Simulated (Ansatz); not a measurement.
The relaxed structure here is a generated cell of Cu: the first start was made by a random draw of sites in a space group, and the end was not matched to a known phase here, so it may be hypothetical. Known forms of Cu include space group No. 225.

A relaxed cell of Cu (Pm-3m (No. 221)), relaxed on a k-mesh at least as fine as the one used below. Method: r2SCAN (plane waves to 500 eV, PAW, scalar-relativistic; Ansatz, a first-principles code). Γ-centred k-mesh 14×7×14 on the run's cell (coarser than for final values), Fermi–Dirac smearing 0.05 eV.

```
Cu
1.0
    2.36927     0.00000     0.00000
    0.00000     4.73853     0.00000
    0.00000     0.00000     2.36927
Cu
2
Direct
  0.50000   0.25000   0.50000
  0.50000   0.75000   0.50000
```

The atoms are displaced by (Å):

```tsv
atom	ux	uy	uz
Cu1	-0.085	0.058	0.010
Cu2	0.056	0.031	0.094
```

Q: What forces (eV/Å) and pressure result?

A: 
```tsv
atom	Fx	Fy	Fz
Cu1	-0.13	-0.19	-0.08
Cu2	0.13	0.19	0.08
```

Pressure -0.2 GPa.

The undisplaced cell is probably no minimum: from this displacement the run went on to Fm-3m (No. 225), 0.51 eV/atom below it.

No spin polarisation in the result.
